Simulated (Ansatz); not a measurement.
TePb2Se in space group R-3m (No. 166; Te on 3b, Pb on 6c, Se on 3a), DFT-r²SCAN in the program Ansatz with PAW potentials. The conduction-band minimum lies at F, with 3 equivalent valleys. Second derivatives d²E/dk² of the lowest band at one valley (eV·Å²), along Cartesian directions:

```
direction  d²E/dk²
---------  -------
[100]        39.27
[010]        55.48
[001]        58.03
[110]        33.32
[101]        54.46
[011]        60.13
```

Question: Find the principal effective masses, the density-of-states mass and the conductivity mass.

Answer: Off-diagonal terms follow from H_xy = H[110] − (H_xx + H_yy)/2, and m*/mₑ = 7.620 eV·Å² over each eigenvalue: 0.12, 0.13, 0.26. One valley's DOS mass (m₁m₂m₃)^(1/3) = 0.16, conductivity mass 3/(Σ 1/mᵢ) = 0.15 mₑ.

Question: What effective density of states Nc follows at 300 K for parabolic valleys?

Answer: Nc = 2.509e19 × 3 × (0.16)^(3/2) ≈ 4.8e18 cm⁻³.

The workflow started from a Materials Project entry (that database holds measured and hypothetical structures alike); the Crystallography Open Database copy checked does not list it. With Te and Se taken as one species the cell has the higher symmetry Fm-3m, so it may be an ordered model of a mixed-site phase. Whether it is the stable phase at ambient conditions was not checked. The r²SCAN relaxation kept the symmetry of its start; of distortions, only those at the zone centre were tested. Spin–orbit coupling is left out wherever it is not named.

Potentials: the later of the program's two PAW sets.

Edges and masses are those of Kohn–Sham bands, whose gap is no quasiparticle gap.
